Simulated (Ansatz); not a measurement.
W (fcc (Cu type), space group No. 225), a = b = c = 4.019 Å, α = β = γ = 90.00°; the cell used has 1 atom.

Relaxed with r²SCAN.

Task: Tabulate the valence density and the electron localisation function along the shortest W–W contact (2.84 Å), r²SCAN in the plane-wave PAW code Ansatz.

Result: 

| distance from W (Å) | density (e/Å³) | ELF |
|---|---|---|
| 0.28 | 5.79 | 0.37 |
| 0.43 | 5.47 | 0.64 |
| 0.57 | 4.15 | 0.71 |
| 0.71 | 2.50 | 0.64 |
| 0.85 | 1.28 | 0.45 |
| 0.99 | 0.69 | 0.27 |
| 1.14 | 0.46 | 0.24 |
| 1.28 | 0.38 | 0.31 |
| 1.42 | 0.36 | 0.36 |
| 1.56 | 0.38 | 0.31 |
| 1.71 | 0.46 | 0.24 |
| 1.85 | 0.69 | 0.27 |
| 1.99 | 1.28 | 0.45 |
| 2.13 | 2.50 | 0.64 |
| 2.27 | 4.15 | 0.71 |
| 2.42 | 5.47 | 0.64 |
| 2.56 | 5.79 | 0.37 |

The density is the valence pseudo-density with augmentation charge, so density and ELF within about 1 Å of a nucleus are not all-electron values.

Space group Fm-3m (fcc (Cu type)). The workflow started from an entry of the Crystallography Open Database (COD), which files this formula under 6 space groups. It is not the phase usual at ambient conditions (space group No. 229). The r²SCAN relaxation kept the symmetry of its start. At this level the phase is mechanically unstable. The run is not spin-polarised. Spin–orbit coupling is left out wherever it is not named.

Potentials: the earlier of the program's two PAW sets.
